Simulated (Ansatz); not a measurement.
Values for one crystal, relaxed and computed with the program Ansatz at the PBE level (PAW); other levels are named.

- Volume per atom: 18.60 Å³
- Band gap: 0.95 eV (indirect)
- Bulk modulus (Birch–Murnaghan fit): 903 kbar
- Electron effective mass: 0.15, 0.41, 1.4 mₑ (principal values)
- Smallest direct gap on the standard path: 2.03 eV
- Formation energy from the elements (no fitted shifts): -0.42 eV/atom
- Conduction-band minimum: at M (3 equivalent valleys)

Question: Which of these materials gives this?
A) AlGa3As4, P-4m2 (Pearson symbol tP8)
B) CaTiO3, R3c (Ca on 6a, Ti on 6a, O on 18b)
C) AlP, P6_222 (Al on 3d, P on 3c)
D) BP, Pm-3n (B on 6d, P on 6c)

Answer: C, AlP, P6_222 (Al on 3d, P on 3c)

The start of the workflow was typed in or built on a structure type; neither database checked (COD, Materials Project) lists it. It is not the phase usual at ambient conditions (space group No. 216). The cell was relaxed with PBE under the symmetry of its start; whether a distortion lowers the energy is not shown. The references are the lowest solids computed at this level, not always the standard phases.

Potentials: the earlier of the program's two PAW sets.
